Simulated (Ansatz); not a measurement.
Question: Write an Ansatz input for a single-point calculation of SrAl3 with PBE (scalar-relativistic), a cutoff of 420 eV (density cutoff 4 times that), a Γ-centred 8×8×8 mesh and Gaussian smearing of 0.05 eV, without spin polarisation. Forces, stress and eigenvalues are wanted. The structure:
```
CELL_PARAMETERS angstrom
4.4677530092 0.0000000000 0.0000000000
0.0000000000 4.4677530092 0.0000000000
0.0000000000 0.0000000000 4.4677530092
ATOMIC_POSITIONS crystal
Sr 0.0000000000 0.0000000000 0.0000000000
Al 0.0000000000 0.5000000000 0.5000000000
Al 0.5000000000 0.5000000000 0.0000000000
Al 0.5000000000 0.0000000000 0.5000000000
```

Answer: 
```yaml
crystal:
  lattice:
    - [4.4677530092, 0.0, 0.0]
    - [0.0, 4.4677530092, 0.0]
    - [0.0, 0.0, 4.4677530092]
  atoms:
    - { symbol: Sr, position: [0.0, 0.0, 0.0] }
    - { symbol: Al, position: [0.0, 0.5, 0.5] }
    - { symbol: Al, position: [0.5, 0.5, 0.0] }
    - { symbol: Al, position: [0.5, 0.0, 0.5] }
basis:
  ecutwfc: 420
  ecutrho_ratio: 4
kpoints:
  mp_grid: { grid: [8, 8, 8] }
hamiltonian:
  xc: pbe
scf:
  occupations: { method: gaussian, width: 0.05 }
output:
  forces: true
  stress: true
  eigenvalues: true
```

Launched as:
```sh
ansatz run input.yaml --threads 2 --pin off --max-ram 2662MiB --backend cpu --events-out ev --progress --plain --runs-dir out
```

Run as written, it has 19 valence electrons, 1743 plane waves at Γ, 48 symmetry operations and 35 irreducible k-points; it took 6 SCF iterations in all. Run time: 2.3 s on 2 threads of Arm Neoverse N1 (shared host), peak memory 0.33 GiB.

This is a trial structure made by placing the elements on a prototype's sites, so it needn't be the stable form.
